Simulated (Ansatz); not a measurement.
**Trends among crystals of one structure type (Fm-3m)**

All 4 crystals share space group Fm-3m (No. 225) and the same kinds of sites, 1 atom in the primitive cell. They are database entries and needn't be the stable phases. The set is a selection: crystals with a Fermi surface that the mesh didn't resolve were left out. Cells are relaxed by PAW under the functional.

Quantity: Fermi-surface sums. Level: PBEsol, all-electron LAPW in Ansatz 0.2.0, scalar-relativistic.

| crystal | cell (conventional) | fine k mesh | smearing (eV) | N(E_F) (states/eV/atom) | ħω_p (r.m.s. of x, y, z) (eV) | Fermi speed (10⁶ m/s) |
| --- | --- | --- | --- | --- | --- | --- |
| Pb | a = 4.941 Å | 20×20×20 | 0.10 | 0.50 | 9.5 | 1.43 |
| Pd | a = 3.879 Å | 24×24×24 | 0.10 | ? | ? | ? |
| Pt | a = 3.919 Å | 24×24×24 | 0.08 | 2.03 | 8.9 | 0.40 |
| Rh | a = 3.780 Å | 24×24×24 | 0.05 | 1.23 | 10.0 | 0.62 |

**Question.** What did the calculation give for Pd?

**Answer.** N(E_F) = 2.63 states/eV/atom, ħω_p (r.m.s. of x, y, z) = 7.5 eV, Fermi speed = 0.26×10⁶ m/s.

Keep in mind: no spin-orbit coupling on heavy atoms (Pb, Pt); these sums move with the mesh, by several per cent and more for small sheets; large density of states at the Fermi level, a magnetic or distorted state may lie lower (Pd, Pt).
